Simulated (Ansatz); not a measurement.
Each is relaxed and computed with plane-wave PAW PBE (Ansatz code). Which alone has a direct gap?
(A) AlP, P6_422 (Al on 3c, P on 3d)
(B) BAs, zinc blende
(C) AlGaAs2, P-4m2 (Pearson symbol tP8)
(D) Si3Ge, P-4m2 (Si on 2g, Si on 1a, Ge on 1c)

C, AlGaAs2, P-4m2 (Pearson symbol tP8). AlGaAs2: gap 0.90 eV (direct); BAs: gap 1.20 eV (indirect); Si3Ge: gap 0.39 eV (indirect); AlP: gap 0.95 eV (indirect). Typed or built starts, not in the databases checked: AlGaAs2, P-4m2 (Pearson symbol tP8); Si3Ge, P-4m2 (Si on 2g, Si on 1a, Ge on 1c); AlP, P6_422 (Al on 3c, P on 3d). Not the usual ambient phase: AlP, P6_422 (Al on 3c, P on 3d). All cells were relaxed under the symmetry of their starts (and spin orders); stability against distortions was not tested throughout. Scalar-relativistic: spin–orbit coupling is off unless named, which matters more the heavier the elements.

Potentials: the earlier of the program's two PAW sets.
